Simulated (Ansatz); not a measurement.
Relaxed SnCl$_{2}$ (space group Pnma):

```xyz
12
Lattice="7.4765 0.0000 0.0000 0.0000 4.2852 0.0000 0.0000 0.0000 8.9367" Properties=species:S:1:pos:R:3 pbc="T T T"
Sn     5.7265     3.2139     5.2260
Sn     1.7501     1.0713     3.7107
Sn     5.4883     1.0713     0.7577
Sn     1.9882     3.2139     8.1790
Cl     3.8946     1.0713     7.5334
Cl     3.5819     3.2139     1.4034
Cl     7.3201     3.2139     3.0650
Cl     0.1564     1.0713     5.8717
Cl     1.0590     1.0713     0.6969
Cl     6.4175     3.2139     8.2398
Cl     2.6792     3.2139     5.1652
Cl     4.7973     1.0713     3.7715
```

A phonon eigenvector at Γ is frozen into this cell: atom i moves by Q times the vector below, so Q is the largest atomic displacement, in Å. The cell is held.

| atom | x | y | z |
|---|---|---|---|
| Sn1 | 0.000 | 1.000 | 0.000 |
| Sn2 | 0.000 | 1.000 | 0.000 |
| Sn3 | 0.000 | -1.000 | 0.000 |
| Sn4 | 0.000 | -1.000 | 0.000 |
| Cl5 | 0.000 | -0.446 | 0.000 |
| Cl6 | 0.000 | -0.446 | 0.000 |
| Cl7 | 0.000 | 0.446 | 0.000 |
| Cl8 | 0.000 | 0.446 | 0.000 |
| Cl9 | 0.000 | -0.507 | 0.000 |
| Cl10 | 0.000 | -0.507 | 0.000 |
| Cl11 | 0.000 | 0.507 | 0.000 |
| Cl12 | 0.000 | 0.507 | 0.000 |

The numbers are results of LDA (plane waves to 420 eV, PAW, scalar-relativistic; Ansatz, a program for electronic structure), not measurements. k mesh 4×6×3 (Γ-centred), Fermi-Dirac smearing 0.05 eV. The energy includes the smearing's −TS. Compression counts positive. SnCl2 was relaxed with its symmetry unable to fall. The relaxed volume of SnCl2 is well below the measured one. ΔE is measured from the undisplaced structure.

```tsv
Q (Å)	ΔE (meV/cell)	P (GPa)	−dE/dQ from forces (eV/Å)
-0.180	26.7	0.16	0.305
-0.150	18.4	0.11	0.250
-0.120	11.7	0.07	0.197
-0.090	6.5	0.04	0.146
-0.060	2.9	0.02	0.097
-0.030	0.7	0.01	0.048
0.000	0.0	0.00	0.000
0.030	0.7	0.01	-0.048
0.060	2.9	0.02	-0.097
0.090	6.5	0.04	-0.146
0.120	11.7	0.07	-0.197
0.150	18.4	0.11	-0.250
0.180	26.7	0.16	-0.305
```

Derived quantities:

| Item | Value |
|---|---|
| Energy at Q = 0.180 Å | 26.7 meV/cell |
| Space group of the distorted cell | P2_12_12_1 (No. 19), lowered from Pnma |
| Symmetry of the curve | even: the same for both signs |
| Shape of the curve | a single well with its minimum at or next to zero displacement |
| Harmonic wavenumber from the curvature (finite differences) | 28 cm⁻¹ |
| Wavenumber by perturbation theory (DFPT, on another k mesh) | 28 cm⁻¹ |

(For displaced atoms, the force is minus the slope of the energy, and its curvature is a force constant, which sets phonon frequencies.)
